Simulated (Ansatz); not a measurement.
Polymorphs of W2C, each relaxed with plane-wave PAW PBEsol (Ansatz code):

A: P-3m1
a = b = 3.0345 Å, c = 4.6435 Å, α = β = 90.00°, γ = 120.00°

```tsv
atom	site	symmetry	x	y	z
C	1a	-3m.	0.0000	0.0000	0.0000
W	2d	3m.	0.3333	0.6667	0.2538
```

B: Pnnm
a = 4.6813 Å, b = 5.2366 Å, c = 3.0076 Å, α = 90.00°, β = 90.00°, γ = 90.00°

```
atom  site  symmetry       x       y       z
----  ----  --------  ------  ------  ------
W       4g       ..m  0.2410  0.6585  0.0000
C       2a     ..2/m  0.0000  0.0000  0.0000
```

Rank these by energy per atom at 0 K (lowest first), as PBEsol gives it.

B (+0 meV/atom), A (+67 meV/atom)

Standing as an ambient phase not checked: B. All cells were relaxed under the symmetry of their starts (and spin orders); stability against distortions was not tested throughout. Rows with no word on spin ran without spin polarisation. Scalar-relativistic: spin–orbit coupling is off unless named, which matters more the heavier the elements.

Energies hold the estimated change up to a 700 eV cutoff; steps of a few meV lie near the error of the meshes.

Potentials: the later of the program's two PAW sets.
